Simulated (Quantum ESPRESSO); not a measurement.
# Planted mistakes on one cell of Si2BPC4

The results below are calculated, not measured. They come from pw.x of Quantum ESPRESSO 7.5, a plane-wave density functional program, with PseudoDojo standard norm-conserving files (v0.5 for PBE, v0.4.1 for LDA and PBEsol). The cells are made up: elements, strain and atom displacements were drawn at random, and nothing was relaxed. There is no spin polarisation, spin-orbit coupling or dispersion term.

The cell has 8 sites of a zincblende or diamond lattice. Sites 1 to 4 hold Si Si B P; sites 5 to 8 hold C C C C. Cell vectors in Å: (4.525, -0.005, -0.030); (-0.005, 4.473, 0.009); (-0.030, 0.009, 4.416). Settings: PBE, cutoff 1116 eV, 4 x 4 x 4 k mesh shifted by half a step, Fermi-Dirac smearing of 0.025 eV.

The intended run has a self-consistency threshold of 1e-07 eV, a smearing term of 0.000 eV, a pressure of -20.19 GPa and 13 iterations. Each further run changes one thing: all lengths scaled by 1.0139; atoms of sites 4 and 8 exchanged; k mesh 2 x 2 x 2; one electron added; smearing 0.44 eV; threshold 0.5 eV. A coarse mesh keeps the shift, and a charged cell sits in a uniform background.

```
run  change of free energy (eV)  smearing term -TS (eV)  change of P (GPa)  largest change of a force component (eV/Å)  iterations
  A                       0.533                   0.000              -4.72                                       0.643          13
  B                       0.432                   0.000               0.18                                       0.228          13
  C                      -0.139                  -0.468               0.54                                       0.242          11
  D                       0.320                   0.000              -4.79                                       0.453           3
  E                       4.227                  -0.002              14.64                                       7.753          12
  F                       9.841                  -0.006              24.14                                       1.049          12
```

A rerun of the intended cell at 1347 eV and k mesh 6 x 6 x 6 moved values by no more than 0.005 eV in the cell's energy, 0.08 GPa in stress and 0.008 eV/Å in force.

Question: which change belongs to which run?

## Worked reading

Run D has the fewest iterations, as a run stopped early does. Run C has the largest smearing term, as wide smearing gives. Run A changes the volume by a factor of 1.0423; minus its pressure change over the logarithm of that factor, 114 GPa, is a rough bulk modulus with clamped atoms. Energies from files of another functional, or of a charged cell, have another zero and say nothing on stability; the pressure of a charged cell rests on the program's zero of potential too.

## Key

```
run                            change
  A      all lengths scaled by 1.0139
  B                  k mesh 2 x 2 x 2
  C                  smearing 0.44 eV
  D                  threshold 0.5 eV
  E  atoms of sites 4 and 8 exchanged
  F                one electron added
```